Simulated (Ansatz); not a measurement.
Zr2InN:
Space group P6₃/mmc (No. 194); a = b = 3.2613 Å, c = 14.7959 Å, α = β = 90.00°, γ = 120.00°

```json
[
 {"atom": "Zr", "site": "4f", "symmetry": "3m.", "x": "0.3333", "y": "0.6667", "z": "0.0838"},
 {"atom": "In", "site": "2d", "symmetry": "-6m2", "x": "0.6667", "y": "0.3333", "z": "0.2500"},
 {"atom": "N", "site": "2a", "symmetry": "-3m.", "x": "0.0000", "y": "0.0000", "z": "0.0000"}
]
```

Relaxed at zero pressure with plane-wave PAW PBEsol (Ansatz code).

The volume is lowered by 6 % and shape and atoms relax at that volume. What pressure results, and how do the axes share the change?

10.3 GPa; a -2.1 %, b -2.1 %, c -2.0 %; the energy rises by 31 meV/atom.

Give the new structure.


Space group P6₃/mmc (No. 194); a = 3.194 Å, b = 3.194 Å, c = 14.504 Å, α = 90.00°, β = 90.00°, γ = 120.00°

| atom | site | symmetry | x | y | z |
|---|---|---|---|---|---|
| Zr | 4f | 3m. | 0.3333 | 0.6667 | 0.0853 |
| In | 2d | -6m2 | 0.6667 | 0.3333 | 0.2500 |
| N | 2a | -3m. | 0.0000 | 0.0000 | 0.0000 |

The phase is kept; no other phase was compared at this pressure.

Space group P6_3/mmc. The first step of the workflow began from a Materials Project structure, measured or hypothetical; the Crystallography Open Database copy checked does not list it. Whether it is the stable phase at ambient conditions was not checked. The cell was relaxed with PBEsol under the symmetry of its start; of distortions, only those at the zone centre were tested. No spin polarisation was allowed.

Potentials: the later of the program's two PAW sets.
